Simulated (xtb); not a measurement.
xtb single point, GFN2-xTB, GBSA implicit water, on C3H7NO (SMILES CN(C)C=O), charge 0, multiplicity 1.

```
xtb m.xyz --gfn 2 --chrg 0 --uhf 0 --norestart --sp --gbsa water

12

C     -1.311280    -0.705367    -0.000779
N      0.021421    -0.166603    -0.001844
C      1.103865    -1.121243    -0.000839
C      0.283471     1.150314    -0.000637
O      1.385022     1.645890     0.000437
H     -2.039011     0.103749    -0.014166
H     -1.467164    -1.335913    -0.880565
H     -1.475876    -1.313967     0.893145
H      2.039011    -0.564541     0.006096
H      1.050849    -1.757824     0.884916
H      1.060061    -1.749594    -0.893145
H     -0.641222     1.757824    -0.002046
```

Output:

```

          ...................................................
          :                      SETUP                      :
          :.................................................:
          :  # basis functions                  27          :
          :  # atomic orbitals                  27          :
          :  # shells                           17          :
          :  # electrons                        30          :
          :  max. iterations                   250          :
          :  Hamiltonian                  GFN2-xTB          :
          :  restarted?                      false          :
          :  GBSA solvation                   true          :
          :  PC potential                    false          :
          :  electronic temp.          300.0000000     K    :
          :  accuracy                    1.0000000          :
          :  -> integral cutoff          0.2500000E+02      :
          :  -> integral neglect         0.1000000E-07      :
          :  -> SCF convergence          0.1000000E-05 Eh   :
          :  -> wf. convergence          0.1000000E-03 e    :
          :  Broyden damping             0.4000000          :
          :  net charge                          0          :
          :  unpaired electrons                  0          :
          ...................................................

 iter      E             dE          RMSdq      gap      omega  full diag
   1    -17.1295235 -0.171295E+02  0.431E+00    4.88       0.0  T
   2    -17.1921184 -0.625949E-01  0.246E+00    5.12       1.0  T
   3    -17.1932205 -0.110206E-02  0.124E+00    4.93       1.0  T
   4    -17.1934173 -0.196813E-03  0.165E-01    4.98       1.0  T
   5    -17.1934563 -0.389835E-04  0.733E-02    4.94       1.0  T
   6    -17.1934574 -0.114906E-05  0.270E-02    4.95       1.1  T
   7    -17.1934599 -0.246172E-05  0.632E-03    4.95       4.6  T
   8    -17.1934599  0.732717E-08  0.386E-03    4.95       7.5  T
   9    -17.1934600 -0.793456E-07  0.502E-04    4.95      57.5  T
  10    -17.1934600 -0.235421E-09  0.105E-04    4.95     275.0  T

   *** convergence criteria satisfied after 10 iterations ***

         #    Occupation            Energy/Eh            Energy/eV
      -------------------------------------------------------------
         1        2.0000           -0.7066183             -19.2281
       ...           ...                  ...                  ...
         9        2.0000           -0.5066198             -13.7858
        10        2.0000           -0.5017759             -13.6540
        11        2.0000           -0.4837962             -13.1648
        12        2.0000           -0.4830995             -13.1458
        13        2.0000           -0.4702441             -12.7960
        14        2.0000           -0.4074679             -11.0878
        15        2.0000           -0.3957441             -10.7687 (HOMO)
        16                         -0.2139561              -5.8220 (LUMO)
        17                          0.0067314               0.1832
        18                          0.0801235               2.1803
        19                          0.1286560               3.5009
        20                          0.1606799               4.3723
       ...                                ...                  ...
        27                          0.6277178              17.0811
      -------------------------------------------------------------
                  HL-Gap            0.1817880 Eh            4.9467 eV
             Fermi-level           -0.3048501 Eh           -8.2954 eV


         :::::::::::::::::::::::::::::::::::::::::::::::::::::
         ::                     SUMMARY                     ::
         :::::::::::::::::::::::::::::::::::::::::::::::::::::
         :: total energy             -16.991896358809 Eh    ::
         :: total w/o Gsasa/hb       -16.990787086317 Eh    ::
         :: gradient norm              0.033041885039 Eh/a0 ::
         :: HOMO-LUMO gap              4.946703715366 eV    ::
         ::.................................................::
         :: SCC energy               -17.193454044006 Eh    ::
         :: -> isotropic ES            0.046950738824 Eh    ::
         :: -> anisotropic ES          0.001724087884 Eh    ::
         :: -> anisotropic XC          0.006101107956 Eh    ::
         :: -> dispersion             -0.005821636789 Eh    ::
         :: -> Gsolv                  -0.010804269891 Eh    ::
         ::    -> Gelec               -0.009694997399 Eh    ::
         ::    -> Gsasa               -0.001256498143 Eh    ::
         ::    -> Ghb                 -0.001710217476 Eh    ::
         ::    -> Gshift               0.001857443127 Eh    ::
         :: repulsion energy           0.201557685196 Eh    ::
         :: add. restraining           0.000000000000 Eh    ::
         :: total charge              -0.000000000000 e     ::
         :::::::::::::::::::::::::::::::::::::::::::::::::::::

[... lines cut ...]
        22                          0.2013092               5.4779
        23                          0.2106828               5.7330
        24                          0.2111816               5.7465
        25                          0.2482426               6.7550
        26                          0.3924722              10.6797
        27                          0.6277178              17.0811
      -------------------------------------------------------------
                  HL-Gap            0.1817880 Eh            4.9467 eV
             Fermi-level           -0.3048501 Eh           -8.2954 eV

     #   Z          covCN         q      C6AA      α(0)
     1   6 C        3.698    -0.070    22.010     6.710
     2   7 N        2.728    -0.064    22.490     7.043
     3   6 C        3.703    -0.063    21.878     6.688
     4   6 C        2.710     0.248    22.843     7.823
     5   8 O        0.857    -0.492    23.613     6.515
     6   1 H        0.925     0.069     2.092     2.262
     7   1 H        0.924     0.078     2.000     2.212
     8   1 H        0.924     0.077     2.006     2.215
     9   1 H        0.925     0.079     1.993     2.208
    10   1 H        0.924     0.070     2.083     2.257
    11   1 H        0.924     0.070     2.086     2.259
    12   1 H        0.922    -0.001     3.082     2.745

 Mol. C6AA /au·bohr⁶  :       1155.828171
 Mol. C8AA /au·bohr⁸  :      24259.467029
 Mol. α(0) /au        :         50.936982

Wiberg/Mayer (AO) data.
largest (>0.10) Wiberg bond orders for each atom

 ---------------------------------------------------------------------------
     #   Z sym  total        # sym  WBO       # sym  WBO       # sym  WBO
 ---------------------------------------------------------------------------
     1   6 C    3.958 --     2 N    1.001     6 H    0.977     7 H    0.972
                             8 H    0.972
     2   7 N    3.548 --     4 C    1.320     1 C    1.001     3 C    0.993
                             5 O    0.218
     3   6 C    3.959 --     2 N    0.993     9 H    0.976    10 H    0.974
                            11 H    0.973
     4   6 C    3.955 --     5 O    1.652     2 N    1.320    12 H    0.920
     5   8 O    1.967 --     4 C    1.652     2 N    0.218
     6   1 H    0.995 --     1 C    0.977
     7   1 H    0.994 --     1 C    0.972
     8   1 H    0.994 --     1 C    0.972
     9   1 H    0.994 --     3 C    0.976
    10   1 H    0.995 --     3 C    0.974
    11   1 H    0.995 --     3 C    0.973
    12   1 H    1.000 --     4 C    0.920
 ---------------------------------------------------------------------------


molecular dipole:
                 x           y           z       tot (Debye)
 q only:       -1.233      -1.673      -0.001
   full:       -1.414      -1.648      -0.001       5.520
molecular quadrupole (traceless):
                xx          xy          yy          xz          yz          zz
 q only:        0.241      -5.824      -1.806       0.002      -0.000       1.565
  q+dip:       -1.199      -7.184      -1.622      -0.001      -0.002       2.821
   full:       -1.036      -7.143      -1.996      -0.002      -0.002       3.032

           -------------------------------------------------
          | TOTAL ENERGY              -16.991896358809 Eh   |
          | GRADIENT NORM               0.033041885039 Eh/α |
          | HOMO-LUMO GAP               4.946703715366 eV   |
           -------------------------------------------------
```

The total energy is -462.37 eV, -0.23 eV from the same level's vacuum run.
